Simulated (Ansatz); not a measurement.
The elements of this relaxed trial crystal are hidden behind letters.

```
lattice vectors (Å)
   3.1227    0.0000    0.0000
  -1.5614    2.7044    0.0000
   0.0000    0.0000    7.6854
fractional positions
X 0.0000 0.0000 0.0000
Z 0.3333 0.6667 0.6588
Z 0.6667 0.3333 0.3412
Q 0.3333 0.6667 0.1872
Q 0.6667 0.3333 0.8128
Q 0.0000 0.0000 0.5000
```

These are results of DFT PBE, scalar-relativistic, plane waves, PAW (Ansatz 0.2.0), not measurements. Settings of the last relaxation (6-atom cell): 420 eV, 12×12×6 k points, Gaussian smearing of 0.02 eV, no spin polarisation.

```
Space group                                : P-3m1 (No. 164)
Conventional cell                          : a = 3.123 Å, c = 7.685 Å
Volume per atom                            : 10.82 Å³
Density                                    : 7.58 g/cm³
Energy over the elements                   : +0.189 eV/atom
Gap on the 12×12×6 mesh of the 6-atom cell : 0.34 eV
```

Energies are uncorrected and count from the elements' standard states at the same level.

Question: X is a p-block element of period 5, Z is a p-block element of period 4 and Q is a p-block element of period 2. Which elements are they?

Answer: X = In, Z = Ga, Q = N, so the formula is InGa2N3. Density times volume gives a mean mass of 7.58 × 10.82/1.6605 = 49.4 u per atom, and this set has 49.4 u. Around In lie 6 N at 2.31 Å; Ga has 6 N at 2.16–2.18 Å; N on a site of symmetry 3m has 3 Ga at 2.16 Å and 3 In at 2.31 Å; 1 more site not described. Other sets within the hints have nearly the same mass, so mass alone doesn't settle it; this one was computed.

Kohn–Sham gaps at this level usually fall short of measured ones. Symmetry constrained the relaxation, so the result can be a saddle point.
